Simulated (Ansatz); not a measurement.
ZnS:
```
ZnS
1.0
    3.73813     0.00000     0.00000
   -1.86906     3.23731     0.00000
    0.00000     0.00000     6.14304
Zn S
2 2
Cartesian
  0.00000   2.15821   0.00364
  1.86906   1.07910   3.07516
  0.00000   2.15821   2.30000
  1.86906   1.07910   5.37152
```

Relaxed with LDA.

Q: Give the optical modes at the zone centre with their infrared and Raman activity from DFPT, plane-wave PAW LDA (Ansatz code).

A: Transverse frequencies, without the LO–TO term; a row sums one degenerate level.

```tsv
ω (cm⁻¹)	degeneracy	IR ((D/Å)²/amu)	Raman (Å⁴/amu)	activity	symmetry
71	2	0.00	0	silent	E2
200	1	0.00	0	silent	B1
289	1	8.10	1.2	IR+Raman	A1
293	2	14.41	2.0	IR+Raman	E1
299	2	0.00	3.0	Raman	E2
349	1	0.00	0	silent	B1
```

Q: How high does the top mode go among those that the LO–TO term moves?

A: 347 cm⁻¹ for q along x, 347 cm⁻¹ for q along y, 349 cm⁻¹ for q along z.

Space group P6_3mc (wurtzite). Symmetry was held in the LDA relaxation.

Potentials: the earlier of the program's two PAW sets. The files were generated under PBE; for other functionals the program regenerates the frozen cores, and for LDA and PBEsol the local potential too.
